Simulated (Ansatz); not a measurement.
AgW:
```
AgW
1.0
    2.66610     0.00000     0.00000
    0.00000     2.66610     0.00000
    0.00000     0.00000     4.55413
Ag W
1 1
Direct
  0.00000   0.00000   0.00000
  0.50000   0.50000   0.50000
```

Relaxed with r²SCAN. Special points in fractions of this cell's reciprocal vectors: Γ (0.000, 0.000, 0.000); X (0.000, 0.500, 0.000); M (0.500, 0.500, 0.000); Z (0.000, 0.000, 0.500); R (0.000, 0.500, 0.500); A (0.500, 0.500, 0.500).

Q: List the band energies nearest the Fermi level at these points for r²SCAN with spin–orbit coupling (plane waves, PAW; program Ansatz).

A: In eV from the Fermi level; about four levels below and three above (degenerate sets whole), none deeper than 8.9 eV; points with the same levels are listed once.

```json
[
 {"k": "Γ", "below": "-2.77 -2.77 -0.20 -0.20", "above": "2.98 2.98 3.36 3.36"},
 {"k": "X", "below": "-3.53 -3.53 -2.27 -2.27", "above": "0.47 0.47 1.45 1.45"},
 {"k": "M", "below": "-2.58 -2.58 -2.30 -2.30", "above": "0.10 0.10 0.30 0.30"},
 {"k": "Z", "below": "-3.47 -3.47 -1.79 -1.79", "above": "2.37 2.37 2.71 2.71"},
 {"k": "R", "below": "-1.53 -1.53 -0.53 -0.53", "above": "0.19 0.19 1.74 1.74"},
 {"k": "A", "below": "-2.47 -2.47 -2.32 -2.32", "above": "1.32 1.32 7.40 7.40"}
]
```

Space group P4/mmm (L1₀ or tetragonal B2). The start of the workflow was typed in or built on a structure type; neither database checked (COD, Materials Project) lists it. Whether it is the stable phase at ambient conditions was not checked. Symmetry was held in the r²SCAN relaxation; whether a distortion lowers the energy is not shown. No spin polarisation was allowed. Its formation energy is positive at this level, so the cell may be metastable or incomplete.

Potentials: the earlier of the program's two PAW sets.
